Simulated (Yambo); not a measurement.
G0W0@PBE for PbSe (rock salt, space group Fm-3m, No. 225) in Yambo. Reference settings: 4×4×4 Γ-centred k mesh, bands 14 to 267 and a 15 Ry block in the screening, 267 bands in G with the Bruneval-Gonze terminator, plasmon pole fitted at 27.2 eV. The PBE gap L → L on this mesh is 0.25 eV; G0W0 gaps are taken between the same points.

The settings were changed. The gap went from 0.36 eV to 0.26 eV, and the shift of the valence edge from -0.35 eV to -0.09 eV.

### Question
What was changed between the two runs?
(A) 96 bands in G, no terminator
(B) 96 bands in G
(C) 168 bands in G, no terminator
(D) no terminator

### Answer
A, 96 bands in G, no terminator. The others gave (gap, valence shift): no terminator: 0.34, -0.31 eV; 168 bands in G, no terminator: 0.32, -0.25 eV; 96 bands in G: 0.36, -0.35 eV.

Spin-orbit coupling is not included.

Geometry relaxed with PBEsol; primitive cell a = 4.311 Å, b = 4.311 Å, c = 4.311 Å, α = 60.00°, β = 60.00°, γ = 60.00°.

A shift is the quasiparticle energy of the state minus its PBE energy.

The potentials are those of PseudoDojo's stringent table.
